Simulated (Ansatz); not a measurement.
ScInNi₄:
```xyz
6
Lattice="0.0000 3.4174 3.4174 3.4174 0.0000 3.4174 3.4174 3.4174 0.0000" Properties=species:S:1:pos:R:3 pbc="T T T"
Sc     1.7087     1.7087     1.7087
In     0.0000     0.0000     0.0000
Ni     4.2747     4.2747     4.2747
Ni     2.5601     2.5601     4.2747
Ni     2.5601     4.2747     2.5601
Ni     4.2747     2.5601     2.5601
```

Relaxed with r²SCAN.

Problem. Which orbitals make up the states near the Fermi level in r²SCAN (plane waves, PAW; program Ansatz)?

Solution. Within 0.5 eV of the Fermi level: Ni 3d 70 %, In 5p 9 %, Sc 3d 8 %. Projections are on Löwdin-orthogonalised atomic valence shells; empty p or d shells of many metals are not among them.

Problem. Tabulate the density of states.

Solution. States/eV per cell of 6 atoms, in 0.25 eV bins, energy from the Fermi level.

```csv
E (eV),total,Ni 3d,Sc 3d,Ni 4s
-7.85,1.11,0.04,0.04,0.39
-7.60,1.23,0.07,0.05,0.37
-7.35,1.23,0.10,0.07,0.30
-7.10,0.79,0.08,0.05,0.14
-6.85,0.01,0.00,0.00,0.00
-6.60,0.32,0.02,0.01,0.14
-6.35,0.66,0.06,0.03,0.27
-6.10,1.24,0.14,0.07,0.50
-5.85,2.58,0.35,0.20,0.97
-5.60,1.15,0.27,0.11,0.27
-5.35,0.86,0.29,0.09,0.15
-5.10,1.59,0.47,0.12,0.47
-4.85,1.63,0.54,0.12,0.51
-4.60,1.37,0.34,0.13,0.48
-4.35,1.82,0.61,0.14,0.47
-4.10,4.04,2.24,0.20,0.59
-3.85,7.12,4.63,0.41,0.73
-3.60,7.83,5.33,0.48,0.76
-3.35,8.11,6.66,0.24,0.43
-3.10,6.74,5.64,0.18,0.21
-2.85,14.98,13.29,0.41,0.34
-2.60,11.27,10.30,0.27,0.20
-2.35,13.54,11.84,0.63,0.28
-2.10,9.84,8.32,0.59,0.35
-1.85,11.48,9.72,0.68,0.33
-1.60,10.78,9.29,0.64,0.28
-1.35,9.14,8.30,0.36,0.15
-1.10,18.46,17.65,0.32,0.21
-0.85,11.95,11.16,0.34,0.15
-0.60,8.97,7.84,0.46,0.11
-0.35,4.58,3.85,0.17,0.14
-0.10,4.45,3.36,0.26,0.16
0.15,4.12,2.62,0.38,0.21
0.40,4.25,2.17,0.57,0.28
0.65,3.86,1.87,0.72,0.17
0.90,3.36,1.70,0.73,0.10
1.15,0.34,0.08,0.18,0.01
1.40,0.81,0.20,0.39,0.03
1.65,1.82,0.43,0.89,0.09
1.90,6.77,1.29,4.16,0.32
2.15,6.24,0.95,4.58,0.16
2.40,6.80,1.00,4.35,0.44
2.65,5.70,0.77,3.30,0.30
2.90,3.23,0.40,1.54,0.30
3.15,2.98,0.32,1.39,0.36
3.40,2.14,0.21,0.94,0.27
3.65,1.83,0.17,0.70,0.27
3.90,1.70,0.14,0.60,0.28
4.15,0.65,0.05,0.18,0.13
4.40,0.58,0.04,0.18,0.10
4.65,1.14,0.06,0.47,0.19
```

Space group F-43m. The workflow started from a Materials Project entry (that database holds measured and hypothetical structures alike); the Crystallography Open Database copy checked does not list it. With Sc and In taken as one species the cell has the higher symmetry Fd-3m, so it may be an ordered model of a mixed-site phase. Its standing as an ambient phase is unchecked. The r²SCAN relaxation kept the symmetry of its start; whether a distortion lowers the energy is not shown. The run is not spin-polarised. Spin–orbit coupling is left out wherever it is not named.

Potentials: the later of the program's two PAW sets.
